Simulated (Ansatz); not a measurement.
AlNi (CsCl type, space group No. 221) under volume change, plane-wave PAW LDA (Ansatz code), scaled uniformly.

```tsv
V (Å³/atom)	E − E(relaxed) (meV/atom)	P (GPa)
10.341	(withheld)	(withheld)
10.682	26.5	13.15
11.023	6.3	6.05
11.364	0.0	0.00
11.705	5.6	-5.15
12.046	(withheld)	(withheld)
12.387	45.8	-13.28
```

**Question.** Some entries are withheld; supply them.

**Answer.** 
- 12.046, E − E(relaxed) (meV/atom): 21.4
- 12.046, P (GPa): -9.54
- 10.341, E − E(relaxed) (meV/atom): 63.1
- 10.341, P (GPa): 21.50

**Question.** What does a third-order Birch–Murnaghan fit give for V₀, B₀ and B′?

**Answer.** V₀ = 11.36 Å³/atom, B₀ = 186 GPa, B′ = 4.3.

Space group Pm-3m (CsCl type). Symmetry was held in the LDA relaxation; of distortions, only those at the zone centre were tested. No spin polarisation was allowed.

Potentials: the later of the program's two PAW sets.
